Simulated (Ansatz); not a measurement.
Input:

InAgTe2:
```cif
data_AgInTe2
_chemical_formula_sum 'In1 Ag1 Te2'
_space_group_name_H-M_alt 'P 1'
_space_group_IT_number 1
_cell_length_a 4.47535
_cell_length_b 4.47535
_cell_length_c 6.36605
_cell_angle_alpha 90.000
_cell_angle_beta 90.000
_cell_angle_gamma 90.000
loop_
_space_group_symop_operation_xyz
  'x, y, z'
loop_
_atom_site_label
_atom_site_type_symbol
_atom_site_fract_x
_atom_site_fract_y
_atom_site_fract_z
_atom_site_occupancy
In1 In 0.50000 0.50000 0.50000 1
Ag1 Ag 0.00000 0.00000 0.00000 1
Te1 Te 0.00000 0.50000 0.23717 1
Te2 Te 0.50000 0.00000 0.76283 1
```

This is the LDA-relaxed structure.

Problem. All from LDA (plane waves, PAW; program Ansatz), unless another level is named. Estimate the bulk modulus (Birch–Murnaghan fit).

Solution. 50.0 GPa.

Problem. What about the highest zone-centre frequency?

Solution. 176 cm^-1.

Space group P-4m2. The first step of the workflow began from a Materials Project structure, measured or hypothetical; the Crystallography Open Database copy checked does not list it. COD files the formula under space group No. 122, so this cell is another polymorph or a model. With In and Ag taken as one species the cell has the higher symmetry F-43m, so it may be an ordered model of a mixed-site phase. Its standing as an ambient phase is unchecked. The LDA relaxation kept the symmetry of its start; of distortions, only those at the zone centre were tested. No spin polarisation was allowed. As this level gives no gap, phonon frequencies hold no LO–TO term and depend on the k-mesh and smearing (Fermi–Dirac, 0.1 eV here). Scalar-relativistic: spin–orbit coupling is off unless named, which matters more the heavier the elements.

Potentials: the later of the program's two PAW sets.
